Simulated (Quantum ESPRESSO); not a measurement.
# Nb4GaRhZnV: input and log of a self-consistent run

Computed values, not a measurement. The program is pw.x of Quantum ESPRESSO 7.5 (plane-wave density functional theory). The cell is made up: eight metal atoms on a hexagonal close-packed lattice, with elements, volume, strain and displacements drawn at random and not relaxed, so it may be unstable or far from any real phase. PseudoDojo standard norm-conserving files set the functional (PBE unless stated); there is no spin polarisation or spin-orbit coupling, the Fermi-Dirac width of 0.25 eV means electrons at about 2900 K, and the masses in the input are unused placeholders. A spin test at this wide smearing found no moment, but such smearing suppresses magnetism that the real alloy may have.

Input:

```
&control calculation='scf', pseudo_dir='./dojo.nc.sr.pbe.v0_5.standard.upf', outdir='./o', disk_io='minimal', tprnfor=.true., tstress=.true. /
&system ibrav=0, nat=8, ntyp=5, nbnd=75, ecutwfc=87.97787729, nosym=.true., tot_charge=0,
 occupations='smearing', smearing='fd', degauss=0.0183746611
/
&electrons conv_thr=1.470e-08, electron_maxstep=70, mixing_beta=0.5 /
ATOMIC_SPECIES
Ga 1.0 Ga.upf
Nb 1.0 Nb.upf
Rh 1.0 Rh.upf
V 1.0 V.upf
Zn 1.0 Zn.upf
CELL_PARAMETERS angstrom
0.0 4.9118 0.0
2.8358 0.0 4.6788
2.8358 0.0 -4.6788
ATOMIC_POSITIONS angstrom
Nb 0.0295 -0.0331 -0.0399
Ga 2.861 0.0258 -0.019
Nb 2.9109 1.6929 -2.2613
Rh 2.787 1.6023 2.376
Zn 1.3777 2.4408 -0.0004
Nb 4.2907 2.4865 0.0056
V 1.3731 4.0445 -2.3223
Nb 1.4504 4.0435 2.2932
K_POINTS automatic
5 5 5 1 1 1
```

The log is shortened where brackets say so; the opening notice, blank lines, dates and the lines on written files are dropped, and the path of the files is cut. It prints rydbergs, bohrs and kilobars, and counts compression as positive stress. Its total energy is the free energy E - TS of the whole cell.

```
     Program PWSCF v.7.5
     Parallel version (MPI & OpenMP), running on       4 processor cores
     Number of MPI processes:                 4
     Threads/MPI process:                     1
     [start-up lines left out]
     bravais-lattice index     =            0
     lattice parameter (alat)  =       9.2820  a.u.
     unit-cell volume          =     879.5841 (a.u.)^3
     number of atoms/cell      =            8
     number of atomic types    =            5
     number of electrons       =       115.00
     number of Kohn-Sham states=           75
     kinetic-energy cutoff     =      87.9779  Ry
     charge density cutoff     =     351.9115  Ry
     scf convergence threshold =      1.5E-08
     mixing beta               =       0.5000
     number of iterations used =            8  plain     mixing
     Exchange-correlation= PBE
                           (   1   4   3   4   0   0   0)
     [axes and pseudopotential details left out]
   Cartesian axes
     site n.     atom                  positions (alat units)
         1        Nb     tau(   1) = (   0.0060059  -0.0067389  -0.0081233  )
         2        Ga     tau(   2) = (   0.5824749   0.0052527  -0.0038682  )
         3        Nb     tau(   3) = (   0.5926341   0.3446598  -0.4603811  )
         4        Rh     tau(   4) = (   0.5674091   0.3262144   0.4837331  )
         5        Zn     tau(   5) = (   0.2804878   0.4969258  -0.0000814  )
         6        Nb     tau(   6) = (   0.8735494   0.5062299   0.0011401  )
         7        V      tau(   7) = (   0.2795513   0.8234252  -0.4728002  )
         8        Nb     tau(   8) = (   0.2952889   0.8232216   0.4668757  )
     number of k points=    63  Fermi-Dirac smearing, width (Ry)=  0.0184
                       cart. coord. in units 2pi/alat
        k(    1) = (   0.1732069   0.1000000   0.0000000), wk =   0.0320000
        k(    2) = (   0.3464137   0.1000000  -0.1049799), wk =   0.0320000
     [further k points left out]
     Dense  grid:    98065 G-vectors     FFT dimensions: (  60,  64,  64)
     Estimated max dynamical RAM per process >     399.84 MB
     Estimated total dynamical RAM >       1.49 GB
     Initial potential from superposition of free atoms
     starting charge     114.9862, renormalised to     115.0000
     Starting wfcs are   79 randomized atomic wfcs
     total cpu time spent up to now is       10.8 secs
     per-process dynamical memory:   317.7 Mb
     Self-consistent Calculation
     iteration #  1     ecut=    87.98 Ry     beta= 0.50
     Davidson diagonalization with overlap
     ethr =  1.00E-02,  avg # of iterations =  3.7
     total cpu time spent up to now is       38.8 secs
     total energy              =   -1449.58109607 Ry
     estimated scf accuracy    <       3.35506060 Ry
     iteration #  2     ecut=    87.98 Ry     beta= 0.50
     Davidson diagonalization with overlap
     ethr =  2.92E-03,  avg # of iterations =  6.3
     total cpu time spent up to now is       77.1 secs
     total energy              =   -1451.23727198 Ry
     estimated scf accuracy    <      14.47065922 Ry
     iteration #  3     ecut=    87.98 Ry     beta= 0.50
     Davidson diagonalization with overlap
     ethr =  2.92E-03,  avg # of iterations =  6.1
     total cpu time spent up to now is      106.3 secs
     total energy              =   -1451.60261533 Ry
     estimated scf accuracy    <       4.29530277 Ry
     iteration #  4     ecut=    87.98 Ry     beta= 0.50
     Davidson diagonalization with overlap
     ethr =  2.92E-03,  avg # of iterations =  1.4
     total cpu time spent up to now is      126.9 secs
     total energy              =   -1451.45014655 Ry
     estimated scf accuracy    <       2.29279625 Ry
     iteration #  5     ecut=    87.98 Ry     beta= 0.50
     Davidson diagonalization with overlap
     ethr =  1.99E-03,  avg # of iterations =  3.6
     total cpu time spent up to now is      151.4 secs
     total energy              =   -1451.52506885 Ry
     estimated scf accuracy    <       0.18385459 Ry
     [iterations 6 to 13 left out]
     iteration # 14     ecut=    87.98 Ry     beta= 0.50
     Davidson diagonalization with overlap
     ethr =  2.91E-09,  avg # of iterations =  2.2
     total cpu time spent up to now is      346.8 secs
     total energy              =   -1451.56606954 Ry
     estimated scf accuracy    <       0.00000105 Ry
     iteration # 15     ecut=    87.98 Ry     beta= 0.50
     Davidson diagonalization with overlap
     ethr =  9.14E-10,  avg # of iterations =  2.0
     total cpu time spent up to now is      370.8 secs
     total energy              =   -1451.56606956 Ry
     estimated scf accuracy    <       0.00000163 Ry
     iteration # 16     ecut=    87.98 Ry     beta= 0.50
     Davidson diagonalization with overlap
     ethr =  9.14E-10,  avg # of iterations =  1.1
     total cpu time spent up to now is      395.9 secs
     total energy              =   -1451.56606970 Ry
     estimated scf accuracy    <       0.00000008 Ry
     iteration # 17     ecut=    87.98 Ry     beta= 0.50
     Davidson diagonalization with overlap
     ethr =  6.99E-11,  avg # of iterations =  2.6
     total cpu time spent up to now is      420.7 secs
     total energy              =   -1451.56606968 Ry
     estimated scf accuracy    <       0.00000045 Ry
     iteration # 18     ecut=    87.98 Ry     beta= 0.50
     Davidson diagonalization with overlap
     ethr =  6.99E-11,  avg # of iterations =  2.0
     total cpu time spent up to now is      444.3 secs
     End of self-consistent calculation
     [lines on levels left out]
!    total energy              =   -1451.56606972 Ry
     estimated scf accuracy    <          2.6E-09 Ry
     smearing contrib. (-TS)   =      -0.12577959 Ry
     internal energy E=F+TS    =   -1451.44029013 Ry
     The total energy is F=E-TS. E is the sum of the following terms:
     one-electron contribution =    -523.46103357 Ry
     hartree contribution      =     331.03125546 Ry
     xc contribution           =    -252.14468180 Ry
     ewald contribution        =   -1006.86583022 Ry
     convergence has been achieved in  18 iterations
     Forces acting on atoms (cartesian axes, Ry/au):
     atom    1 type  2   force =     0.00260473    0.00437824    0.00050603
     atom    2 type  1   force =     0.00041897   -0.00658808    0.01204854
     atom    3 type  2   force =    -0.04608630   -0.02835496   -0.01701583
     atom    4 type  3   force =     0.03316461   -0.00601636   -0.01578446
     atom    5 type  5   force =     0.01644083   -0.00808260   -0.01232554
     atom    6 type  2   force =    -0.01717656    0.00543199    0.03574760
     atom    7 type  4   force =     0.01211644    0.00918967    0.00628819
     atom    8 type  2   force =    -0.00148272    0.03004210   -0.00946453
     Total force =     0.090403     Total SCF correction =     0.000153
     Computing stress (Cartesian axis) and pressure
          total   stress  (Ry/bohr**3)                   (kbar)     P=       29.09
   0.00015086  -0.00006410  -0.00006629           22.19       -9.43       -9.75
  -0.00006410   0.00038586   0.00002547           -9.43       56.76        3.75
  -0.00006629   0.00002547   0.00005661           -9.75        3.75        8.33
     init_run     :      9.98s CPU     10.47s WALL (       1 calls)
     electrons    :    423.02s CPU    433.48s WALL (       1 calls)
     forces       :      3.13s CPU      3.16s WALL (       1 calls)
     stress       :      9.99s CPU     10.04s WALL (       1 calls)
     [timing details left out]
     PWSCF        :   7m26.47s CPU   7m37.56s WALL
     JOB DONE.
```

In other units: free energy -19749.562 eV for the cell, pressure 2.91 GPa, largest force component 1.185 eV/Å in size. The run took 459 s of wall time with four MPI processes on a shared machine (Intel Xeon, older, virtual cores), so the time is rough. A rerun of this cell at a higher cutoff and on a denser mesh moved values by no more than 0.003 eV in energy, 0.02 GPa in stress and 0.006 eV/Å in force, and a second program with other atomic files agreed on that cell to 2 % rms in force and 0.5 GPa in pressure.